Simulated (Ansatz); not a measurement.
MgTiNO in space group P4/mmm (No. 123; Ti on 1a, N on 1c, Mg on 1d, O on 1b) at seven volumes, PBEsol (plane waves, PAW; program Ansatz), shape and atoms relaxed at each. One row is withheld.

```csv
V (Å³/atom),P (GPa)
8.566,?
8.848,15.24
9.130,6.99
9.413,-0.02
9.695,-5.99
9.978,-11.01
10.260,-15.17
```

Fit the shown pressures and predict the withheld one.

Third-order Birch–Murnaghan: P = (3/2)B₀(x^(7/2) − x^(5/2))[1 + (3/4)(B′ − 4)(x − 1)] with x = (V₀/V)^(2/3). Least squares on the six rows gives V₀ = 9.411 Å³/atom, B₀ = 214.6 GPa, B′ = 4.61. At V = 8.566, x = 1.0647 and P = 25.09 GPa. The run itself gave 24.93 GPa.

The start of the workflow was typed in or built on a structure type; neither database checked (COD, Materials Project) lists it. Its standing as an ambient phase is unchecked. The PBEsol relaxation kept the symmetry of its start; its stability against distortions is not shown here. The workflow began spin-polarised and lost its moments.

Potentials: the later of the program's two PAW sets.
